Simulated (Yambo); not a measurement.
Quantum ESPRESSO input (PBEsol, PseudoDojo standard norm-conserving files, scalar-relativistic) whose wavefunctions are converted with p2y:

```
&CONTROL
  calculation = 'nscf'
  pseudo_dir = './pseudo'
  outdir = './out'
/
&SYSTEM
  ibrav = 0
  nat = 2
  ntyp = 2
  ecutwfc = 84.0
  ecutrho = 336.0
  occupations = 'fixed'
  force_symmorphic = .true.
  nbnd = 153
/
&ELECTRONS
  conv_thr = 2e-09
  diago_full_acc = .true.
  diago_thr_init = 1e-08
/
ATOMIC_SPECIES
S 32.0600 S.upf
Zn 65.3800 Zn.upf
CELL_PARAMETERS angstrom
  0.000000000000   2.677784595000   2.677784595000
  2.677784595000   0.000000000000   2.677784595000
  2.677784595000   2.677784595000   0.000000000000
ATOMIC_POSITIONS crystal
S   0.750000000000   0.750000000000   0.750000000000
Zn   0.000000000000   0.000000000000   0.000000000000
K_POINTS automatic
2 2 2 0 0 0
```

Yambo's initialisation report on symmetry, reciprocal space, the k grid and the gaps on this mesh:

```
  [02.02] Symmetries
  ==================

  Inversion symmetry    : yes
  Spatial inversion     : no
  Inversion index       :  25
  K-space Time-reversal : yes
  Magnetic symmetries   : no
  Time-reversal derived K-space symmetries:   25   48
  Group table correct   : yes
  Symmetries units      :  [cc]

  [02.03] Reciprocal space
  ========================

  nG shells         :  293
  nG charge         :  26813
  nG WFs            :   3907
  nC WFs            :   3383
  G-vecs. in first 29 shells:  [ Number ]
     1    9   15   27   51   59   65   89  113
    137   169   181   229   259   283   307   331   339
    387   411   459   531   537   561   609   645   701
    725   749
  ...
  Shell energy in first 29 shells:  [ mHa ]
    0.00000      578.152      770.869      1541.74      2119.89      2312.61      3083.48      3661.63      3854.35
    4625.22      5203.37      6166.95      6745.11      6937.82      7708.69      8286.84      8479.56      9250.43
    9828.58      10021.3      10792.2      11370.3      12333.9      12912.1      13104.8      13875.6      14453.8
    14646.5      15417.4
  ...

  [02.04] K-grid lattice
  ======================

  Compatible Grid is   : 3D
  Base K vectors       :  K_min[ 1 ]  K_min[ 2 ]  K_min[ 3 ]
  K_min[ 1 ] : -0.500000  0.000000  0.000000 [rlu]
  K_min[ 2 ] :  0.000000  0.000000 -0.500000 [rlu]
  K_min[ 3 ] :  0.000000 -0.500000  0.000000 [rlu]
  Grid dimensions      :  2  2  2
  K lattice UC volume  :  0.119645 [a.u.]

  IBZ K-points                                      :  3
  BZ  K-points                                      :   8

  K/Q-points units:
  rlu = crystal or reduced units; cc = cartesian coordinates; iku = interal k-units

  K [1]          [rlu]:  0.000000  0.000000  0.000000
         WF components:   3383
  K [2]          [rlu]:  0.000000  0.000000 -0.500000
         WF components:   3354
  K [3]          [rlu]:  0.000000 -0.500000 -0.500000
         WF components:   3338

  [02.05] Energies & Occupations
  ==============================

  [X] === General ===
  [X] Electronic Temperature                        :  0.000000  0.000000 [eV K]
  [X] Bosonic    Temperature                        :  0.000000  0.000000 [eV K]
  [X] Finite Temperature mode                       : no
  [X] El. density                                   :  0.67704E+24 [cm-3]
  [X] Fermi Level                                   :  7.603948 [eV]

  [X] === Gaps and Widths ===
  [X] Conduction Band Min                           :  2.090788 [eV]
  [X] Valence Band Max                              :  0.000000 [eV]
  [X] Filled Bands                                  :  13
  [X] Empty Bands                                   :   14  153
  [X] Direct Gap                                    :  2.090788 [eV]
  [X] Direct Gap localized at k                     :  1
  [X] Indirect Gap                                  :  2.090788 [eV]
  [X] Indirect Gap between kpts                     :  1  1
  [X] Last valence band width                       :  2.344831 [eV]
  [X] 1st conduction band width                     :  1.149891 [eV]
```
The gaps are PBEsol values on this mesh alone; only operations without fractional translations are kept.

Geometry relaxed with PBEsol.
